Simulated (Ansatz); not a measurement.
Here is the system:

YSi2Pt2:
```xyz
5
Lattice="-2.0609 2.0609 4.9390 2.0609 -2.0609 4.9390 2.0609 2.0609 -4.9390" Properties=species:S:1:pos:R:3 pbc="T T T"
Y      0.0000     0.0000     0.0000
Si     0.0000     0.0000     3.7826
Si     0.0000     0.0000     6.0954
Pt     0.0000     2.0609     2.4695
Pt     2.0609     0.0000     2.4695
```

This is the PBEsol-relaxed structure.

### Question
All from the program Ansatz at the PBEsol level (PAW), unless another level is named. Estimate the electronic character.

### Answer
metallic (no gap).

### Question
What about the formation energy from the elements (no fitted shifts)?

### Answer
-1.09 eV/atom.

### Question
Predict the density of states at the Fermi level.

### Answer
0.57 states/eV per atom (mean over ±0.08 eV).

### Question
And the gap with spin–orbit coupling?

### Answer
none (metallic).

Space group I4/mmm. The workflow started from an entry of the Crystallography Open Database (COD). Its standing as an ambient phase is unchecked. Symmetry was held in the PBEsol relaxation; its stability against distortions is not shown here. The run is not spin-polarised. The references are the lowest solids computed at this level, not always the standard phases. Scalar-relativistic: spin–orbit coupling is off unless named, which matters more the heavier the elements.

Potentials: the later of the program's two PAW sets.
